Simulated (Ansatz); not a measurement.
**Structures of Ta$_{2}$O$_{5}$: which is lowest?**

Plane-wave DFT in Ansatz with scalar-relativistic PAW potentials, cutoff 420 eV, Γ-centred meshes chosen by cell and gap, Gaussian smearing with energies taken to zero width. Every cell was relaxed (cell and atoms) in a run of its own, within the symmetry of its start. Functional: PBEsol.

Relaxed structures (starts from databases or built by putting these elements on another compound's sites):
A. Pmmm, 7 atoms in the computed cell, a = 3.670 Å, b = 3.859 Å, c = 6.433 Å; sites (symmetry × multiplicity) Ta mmm × 1 + mmm × 1, O mm2 × 2 + mmm × 1 + mmm × 1 + mmm × 1; start: database
B. Cm, 21 atoms in the computed cell, a = 12.630 Å, b = 6.961 Å, c = 7.140 Å, β = 121.7°; sites (symmetry × multiplicity) Ta 1 × 4 + m × 2 + m × 2 + m × 2 + m × 2, O 1 × 4 + 1 × 4 + 1 × 4 + 1 × 4 + m × 2 + m × 2 + m × 2 + m × 2 + m × 2 + m × 2 + m × 2; start: database
C. Pbam, 14 atoms in the computed cell, a = 6.196 Å, b = 7.326 Å, c = 3.787 Å; sites (symmetry × multiplicity) Ta ..m × 4, O ..2/m × 2 + ..m × 4 + ..m × 4; start: database
D. C2, 7 atoms in the computed cell, a = 5.924 Å, b = 5.076 Å, c = 5.749 Å, β = 117.4°; sites (symmetry × multiplicity) Ta 1 × 4, O 1 × 4 + 1 × 4 + 2 × 2; start: database
E. I4/mmm, 7 atoms in the computed cell, a = 5.241 Å, c = 9.583 Å; sites (symmetry × multiplicity) Ta 4mm × 4, O ..2/m × 8 + 4/mmm × 2; start: database
F. Pmmn, 14 atoms in the computed cell, a = 3.838 Å, b = 12.995 Å, c = 3.869 Å; sites (symmetry × multiplicity) Ta m.. × 4, O m.. × 4 + m.. × 4 + mm2 × 2; start: database
G. C2/c, 14 atoms in the computed cell, a = 12.817 Å, b = 4.868 Å, c = 5.526 Å, β = 103.7°; sites (symmetry × multiplicity) Ta 1 × 8, O 1 × 8 + 1 × 8 + 2 × 4; start: database

Task: Rank them by energy. Could pressure change the order?

Result:
```tsv
structure	group	E − E(lowest) (meV/atom)	V (Å³/atom)	gap on mesh (eV)
G	C2/c	0.0	11.96	3.19
F	Pmmn	8.4	13.78	2.27
C	Pbam	19.0	12.28	2.17
B	Cm	37	12.71	3.18
E	I4/mmm	156	18.80	1.64
A	Pmmm	331	13.02	0.32
D	C2	365	10.96	2.40
```

G is lowest, 8 meV/atom under F. D is denser by 1.00 Å³/atom, so pressure favours it: ΔE/ΔV, with ΔE in eV and 1 eV/Å³ = 160.2 GPa, gives about 58 GPa for equal enthalpy if both cells were rigid; at such pressures compression changes ΔV much, so this is a scale only. Other structures may lie lower than all of these, and vibrations aren't counted.

Spin-orbit coupling is left out, which matters for the bands of heavy elements.